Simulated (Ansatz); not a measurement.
A geometry of TiAl away from equilibrium: step 2 of the relaxation of a relaxed TiAl cell shaken by Gaussian noise of σ = 0.08 Å a coordinate. Level of theory: PBE (plane waves to 420 eV, PAW, scalar-relativistic; Ansatz, a program for electronic structure). Γ-centred k-mesh 13×13×2 on the run's cell (coarser than for final values), Fermi–Dirac smearing 0.05 eV. The plane waves were selected for a different cell earlier on the path.

```xyz
8
Lattice="2.8736 0.0077 0.0416 -1.4302 2.5065 -0.0191 0.2674 0.0126 18.3878" Properties=species:S:1:pos:R:3 pbc="T T T"
Ti     0.0346     1.5969     2.3426
Ti     1.6198     0.8502    11.5460
Ti     1.5735     0.7866    16.1217
Ti     0.0620     1.6158     6.8802
Al    -0.0521    -0.0334    -0.0372
Al     0.1571    -0.0068     9.2127
Al     0.1454     1.6632    13.8308
Al     1.4899     0.7769     4.6578
```

Give the Cartesian forces on all atoms (eV/Å).


```json
[
 {"atom": "Ti1", "Fx": "0.07", "Fy": "0.02", "Fz": "-0.15"},
 {"atom": "Ti2", "Fx": "0.00", "Fy": "0.00", "Fz": "0.10"},
 {"atom": "Ti3", "Fx": "0.04", "Fy": "0.16", "Fz": "-0.22"},
 {"atom": "Ti4", "Fx": "-0.02", "Fy": "-0.03", "Fz": "0.21"},
 {"atom": "Al5", "Fx": "-0.06", "Fy": "-0.09", "Fz": "0.48"},
 {"atom": "Al6", "Fx": "-0.06", "Fy": "-0.02", "Fz": "-0.05"},
 {"atom": "Al7", "Fx": "0.02", "Fy": "-0.01", "Fz": "-0.15"},
 {"atom": "Al8", "Fx": "0.01", "Fy": "-0.04", "Fz": "-0.22"}
]
```

The path ends in P4/mmm (No. 123) (AFLOW prototype AB_tP2_123_a_d (L1_0, as in CuAu)). No spin polarisation in the result.

Of the parent cell (P6₃/mmc (No. 194)): it is a generated cell of TiAl: the first start was made by placing the elements on the sites of a structure type, and the end was not matched to a known phase here, so it may be hypothetical. Known forms of TiAl include space group No. 123.

The first start was generated by placing the elements on the sites of a structure type. A measured structure of TiAl has the same space group, P4/mmm (No. 123); the sites were not compared with it.
